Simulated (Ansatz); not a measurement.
C in space group Fd-3m (No. 227; C on 32e), PBEsol in the plane-wave PAW code Ansatz: ε∞ = 4.34, cell volume 105.03 Å³. Infrared-active transverse modes:

| ω_TO (cm⁻¹) | oscillator strength S_xx (e²/amu) |
|---|---|
| 1097.5 | 0.02941 |

Question: Compute the static dielectric constant.

Answer: Each mode adds (4.921e7/V) S/ω²: 0.01. So ε0 = 4.35.

Question: What LO frequency does the Lyddane–Sachs–Teller relation give?

Answer: ω_LO = ω_TO √(ε0/ε∞) = 1099 cm⁻¹.

The start of the workflow was typed in or built on a structure type. Its sites differ from those of the usual phase in this space group: another stacking or structure type. The cell was relaxed with PBEsol under the symmetry of its start; whether a distortion lowers the energy is not shown.

Potentials: the earlier of the program's two PAW sets. The files were generated under PBE; for other functionals the program regenerates the frozen cores, and for LDA and PBEsol the local potential too.
